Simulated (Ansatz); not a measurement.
C in space group P6_222 (No. 180; C on 3c), plane-wave PAW r²SCAN (Ansatz code). The conduction-band minimum lies at M, with 3 equivalent valleys. Second derivatives d²E/dk² of the lowest band at one valley (eV·Å²), along Cartesian directions:

| direction | d²E/dk² |
|---|---|
| [100] | 21.64 |
| [010] | 18.35 |
| [001] | 31.65 |
| [110] | 19.99 |
| [101] | 26.65 |
| [011] | 24.98 |

**Question.** Find the principal effective masses, the density-of-states mass and the conductivity mass.

**Answer.** Off-diagonal terms follow from H_xy = H[110] − (H_xx + H_yy)/2, and m*/mₑ = 7.620 eV·Å² over each eigenvalue: 0.24, 0.35, 0.42. One valley's DOS mass (m₁m₂m₃)^(1/3) = 0.33, conductivity mass 3/(Σ 1/mᵢ) = 0.32 mₑ.

**Question.** What effective density of states Nc follows at 300 K for parabolic valleys?

**Answer.** Nc = 2.509e19 × 3 × (0.33)^(3/2) ≈ 1.4e19 cm⁻³.

The start of the workflow was typed in or built on a structure type; neither database checked (COD, Materials Project) lists it. It is not the phase usual at ambient conditions (space group No. 194, 227). The cell was relaxed with r²SCAN under the symmetry of its start; whether a distortion lowers the energy is not shown.

Potentials: the later of the program's two PAW sets.

Edges and masses are those of Kohn–Sham bands, whose gap is no quasiparticle gap.
